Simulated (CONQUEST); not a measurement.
Set-up for a self-consistent single point of BP (F-43m, 8 atoms in the cell; from Materials Project mp-1479, changed as shown).

```
BP
1.0
    4.51698     0.00000     0.00000
    0.00000     4.51698     0.00000
    0.00000     0.00000     4.51698
B P
4 4
Direct
  0.00000   0.00000   0.00000
  0.00000   0.50000   0.50000
  0.50000   0.00000   0.50000
  0.50000   0.50000   0.00000
  0.25000   0.25000   0.75000
  0.25000   0.75000   0.25000
  0.75000   0.25000   0.25000
  0.75000   0.75000   0.75000
```

Method: PBE, numerical atomic orbitals double-zeta with polarisation (the shipped basis), PseudoDojo norm-conserving potentials made for PBE in CONQUEST 1.3.

CONQUEST settings:

| key | value |
|---|---|
| basis | DZP |
| Diag.MPMeshX, Y, Z | 4 4 4 |
| potentials | PseudoDojo norm-conserving PBE |
| Grid.GridCutoff | 140 Ha |
| DM.SolutionMethod | diagon |
| Diag.kT | 0.0001 Ha |
| Diag.GammaCentred | true |
| minE.SCTolerance | 1.0e-06 |
| SC.MaxIters | 100 |
| SC.LinearMixingFactor | 0.5 |
| SC.KerkerPreCondition | true |
| SC.KerkerFactor | 0.1 1/bohr |
| AtomMove.TypeOfRun | static |

Results:

- Number of valence electrons: 32
- Number of bands: 104
- Number of k-points after the program's reduction: 51
- Size of the basis: 104
- Number of SCF iterations: 7
- FFT grid: 48 × 48 × 48
- Free energy E − TS: -1076.1348 eV
- Top of the valence band (on the code's own zero): -5.86 eV
- Gap on the k-point mesh: 1.25 eV
- Pressure: 6.00 GPa

Gaps are taken between levels on the mesh.

For comparison: a first run was changed to give this one (volume scaled by 0.99), and from it to this one the free energy rises by 3.7 meV/atom, the pressure goes from 4.18 to 6.00 GPa and the gap on the mesh goes from 1.262 to 1.251 eV.

The program uses no crystal symmetry, so grid and mesh can part values that symmetry would make equal. The atom-centred basis is finite, which shifts total energies, pressures and gaps against plane waves. The structure comes from a collection of computed structures, made at another level of theory; the collection holds predicted forms beside known ones.

Cost on one core: roughly 50 core-seconds.
